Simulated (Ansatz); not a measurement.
LuPb₂:
Space group I4/mmm (No. 139); a = 3.918 Å, b = 3.918 Å, c = 10.916 Å, α = 90.00°, β = 90.00°, γ = 90.00°

| atom | site | symmetry | x | y | z |
|---|---|---|---|---|---|
| Lu | 2a | 4/mmm | 0.0000 | 0.0000 | 0.0000 |
| Pb | 4e | 4mm | 0.0000 | 0.0000 | 0.3380 |
(The calculation used a cell of 3 atoms; values per cell refer to that cell.)

Relaxed with r²SCAN.

**Question.** Which orbitals make up the states near the Fermi level in r²SCAN (plane waves, PAW; program Ansatz)?

**Answer.** Within 0.5 eV of the Fermi level: Lu 5d 46 %, Pb 6p 46 %. Projections are on Löwdin-orthogonalised atomic valence shells; empty p or d shells of many metals are not among them.

**Question.** Tabulate the density of states.

**Answer.** States/eV per cell of 3 atoms, in 0.25 eV bins, energy from the Fermi level.

```
E (eV)  total  Lu 4f  Pb 6p  Lu 5d
------  -----  -----  -----  -----
-7.85    1.20   0.01   0.12   0.15
-7.60    1.22   0.02   0.09   0.13
-7.35    1.07   0.02   0.05   0.10
-7.10    0.33   0.01   0.02   0.03
-6.85    0.00   0.00   0.00   0.00
-6.60    0.00   0.00   0.00   0.00
-6.35    0.00   0.00   0.00   0.00
-6.10    0.00   0.00   0.00   0.00
-5.85    0.00   0.00   0.00   0.00
-5.60   55.99  55.87   0.07   0.02
-5.35    0.00   0.00   0.00   0.00
-5.10    0.00   0.00   0.00   0.00
-4.85    0.02   0.00   0.01   0.00
-4.60    0.24   0.00   0.16   0.02
-4.35    0.42   0.00   0.28   0.04
-4.10    0.59   0.00   0.40   0.06
-3.85    0.84   0.00   0.55   0.11
-3.60    1.12   0.00   0.77   0.15
-3.35    2.04   0.01   1.48   0.30
-3.10    2.14   0.01   1.52   0.34
-2.85    1.69   0.00   1.16   0.28
-2.60    1.34   0.00   0.91   0.21
-2.35    1.24   0.00   0.86   0.19
-2.10    1.16   0.00   0.79   0.19
-1.85    1.24   0.00   0.83   0.23
-1.60    1.47   0.00   0.96   0.28
-1.35    1.52   0.00   0.95   0.33
-1.10    1.66   0.00   0.99   0.45
-0.85    2.04   0.00   1.18   0.64
-0.60    2.53   0.00   1.46   0.83
-0.35    2.47   0.00   1.28   0.97
-0.10    2.55   0.00   1.20   1.15
0.15     2.57   0.00   1.07   1.32
0.40     2.28   0.00   0.96   1.17
0.65     1.84   0.00   0.71   1.00
0.90     1.17   0.00   0.43   0.62
1.15     1.40   0.00   0.53   0.71
1.40     2.16   0.00   0.76   1.07
1.65     1.63   0.00   0.59   0.78
1.90     1.39   0.00   0.46   0.74
2.15     1.88   0.00   0.59   1.05
2.40     2.05   0.00   0.63   1.11
2.65     2.38   0.00   0.57   1.37
2.90     2.14   0.00   0.52   1.24
3.15     2.82   0.00   0.61   1.69
3.40     2.49   0.00   0.55   1.34
3.65     2.52   0.00   0.69   1.22
3.90     3.07   0.00   0.87   1.66
4.15     2.14   0.00   0.64   1.18
4.40     2.39   0.00   0.63   1.27
4.65     3.47   0.00   0.79   1.96
4.90     2.62   0.00   0.69   1.30
```

The workflow started from an entry of the Crystallography Open Database (COD). Whether it is the stable phase at ambient conditions was not checked. The cell was relaxed with r²SCAN under the symmetry of its start; whether a distortion lowers the energy is not shown. Axis ratios of metals converge slowly with the k-mesh, so a and c are less sure than the volume. Spin–orbit coupling is left out wherever it is not named.

Potentials: the later of the program's two PAW sets.
